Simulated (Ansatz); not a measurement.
The start is a relaxed NbP cell shaken by Gaussian noise of σ = 0.08 Å a coordinate. Cell shape, volume and atoms are optimised at zero target pressure with PBEsol (plane waves to 420 eV, PAW, scalar-relativistic; Ansatz, an electronic-structure program). First-step values are on the input's coarse k-mesh.

Ansatz input (later rounds restart from its end on a renewed k-mesh):
Ansatz 0.2 input:
```yaml
crystal:
  lattice:
    - [5.9106013581, 0, 0]
    - [0, 4.2769310708, 0]
    - [0, 0, 4.67923874]
  atoms:
    - { symbol: Nb, position: [0.8105260974, 0.2673122088, 0.1548198354] }
    - { symbol: Nb, position: [0.3017839111, 0.2415476977, 0.3643136469] }
    - { symbol: Nb, position: [0.1806889304, 0.7517671633, 0.8645314842] }
    - { symbol: Nb, position: [0.6600251311, 0.7498877934, 0.6540153602] }
    - { symbol: P, position: [0.9631194113, 0.2815004589, 0.6577213009] }
    - { symbol: P, position: [0.4614633129, 0.2373125606, 0.8505151479] }
    - { symbol: P, position: [0.0731653134, 0.7554199996, 0.3607605265] }
    - { symbol: P, position: [0.5524888841, 0.7542066372, 0.1371421218] }
basis: { ecutwfc: 420, ecutrho_ratio: 4, xc_grid: 2, fft_grid_basis: typed }
kpoints: { mp_grid: { grid: [4, 6, 5] } }
hamiltonian:
  xc: pbesol
  dispersion: none
  pseudopotentials: { kind: paw }
scf: { occupations: { method: fermi_dirac, width: 0.05 } }
relax: { f_tol: 0.01, max_steps: 100, cell: { stress_tol: 0.02 } }
output: { forces: true, stress: true }
```

| Quantity | Value |
|---|---|
| Initial pressure | +3 GPa (positive: the cell is compressed) |
| Largest initial force | about 2.4 eV/Å, on Nb4 (atoms numbered as listed) |
| Energy released | 0.07 eV/atom |
| Relative to the parent | It returns to the parent structure, Pnma (No. 62) |
| Shortest distances (start → end) | The closest pairs of elements (up to four, under 3.6 Å), start → end: Nb–P 2.35 → 2.45 Å; P–P 2.52 → 2.64 Å; Nb–Nb 3.00 → 3.10 Å |
| Band gap at the end | zero (metallic) |
| Optimiser moves | 12 |

Final values are on a 8×11×10 k-mesh of the relaxed cell. No spin polarisation in the result.

The relaxed structure here is a generated cell of NbP: the first start was made by placing the elements on the sites of a structure type, and the end was not matched to a known phase here, so it may be hypothetical.
